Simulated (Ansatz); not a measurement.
# VSi

```
V Si
1.0
     0.00000    2.44366    2.44366
     2.44366    0.00000    2.44366
     2.44366    2.44366    0.00000
V Si
1 1
Cartesian
  0.0000 0.0000 0.0000
  2.4437 2.4437 2.4437
```

Atom numbers follow the list: V1, Si2.

The structure comes from a relaxation in the same program, started in the rocksalt type, and has space group Fm-3m. Whether it is a known phase or the ground state wasn't checked.

All numbers are computed: DFT, PBE, all-electron LAPW, scalar-relativistic (Ansatz 0.2.0); DFT, PBE, PAW with Ansatz's default frozen-core files, scalar-relativistic (Ansatz 0.2.0).

For LAPW: a Γ-centred 13×13×13 k mesh, Fermi–Dirac smearing of 0.03 eV, basis error target 0.5 meV/atom, spin-polarised from start moments V1 1.5 μB (the moments died away, and the run ended non-magnetic). PAW takes a cutoff of 420 eV at this cell. The Ansatz runs share mesh, smearing and spin set-up. Values come from LAPW unless marked.

```
Volume per atom       : 14.59 Å³
Pressure at this cell : -0.01 GPa
```

Q: Predict this quantity. Density of states at the Fermi level (0.2 eV bin).

A: 2.08 states/eV per cell.

Q: Give the computed value. Band gap.

A: none: bands cross the Fermi level, a metal.

Q: Bader charges (from the PAW run): what does the calculation give?

A: V1 +0.80, Si2 -0.80 e.

Q: Predict this quantity. Löwdin charges (with 0.12 e of the cell spilling out of the atomic basis, so their sizes and signs hang on that basis).

A: V1 0.47, Si2 -0.35 e.
